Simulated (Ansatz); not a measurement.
Here is the system:

Relaxed Nb (bcc, W type):

```
CELL_PARAMETERS angstrom
     -3.30269     3.30269     3.30269
      1.65135    -1.65135     1.65135
      1.65135     1.65135    -1.65135
ATOMIC_POSITIONS crystal
  Nb 0.00000 0.00000 0.00000
  Nb 0.50000 0.00000 0.00000
```

The atoms are displaced by Q × the pattern below (from a DFPT mode at N = (0.5, 0.0, 0.0), largest move 1; Q in Å), at fixed cell. (q is in reciprocal vectors of the primitive cell; the cell shown is doubled to hold the pattern.)

```tsv
atom	x	y	z
Nb1	1.000	0.000	0.000
Nb2	-1.000	0.000	0.000
```

All values below come from r2SCAN (plane waves to 500 eV, PAW, scalar-relativistic; Ansatz, a program for electronic structure). k mesh 10×20×20 (Γ-centred), Fermi-Dirac smearing 0.05 eV. Energies are smeared free energies. With partly filled bands, energies and forces of such displacements shift with the k mesh and the smearing. Nb is run without spin polarisation. Nb was relaxed with its symmetry unable to fall. ΔE is measured from the undisplaced structure.

The scan covers Q from -0.100 to 0.100 Å in 13 points.

Task: Is this a single well or a double well?

Result: A single well with its minimum at or next to zero displacement.

Task: Which space group does the distorted structure have?

Result: Cmcm (No. 63), lowered from Im-3m.

Task: What is the energy change at Q = 0.100 Å?

Result: 94 meV/cell.

Task: What harmonic wavenumber does the curvature at Q = 0 give?

Result: 172 cm⁻¹.

(A displaced cell: forces are minus the slopes of the energy, force constants its curvatures, and phonons follow from these.)
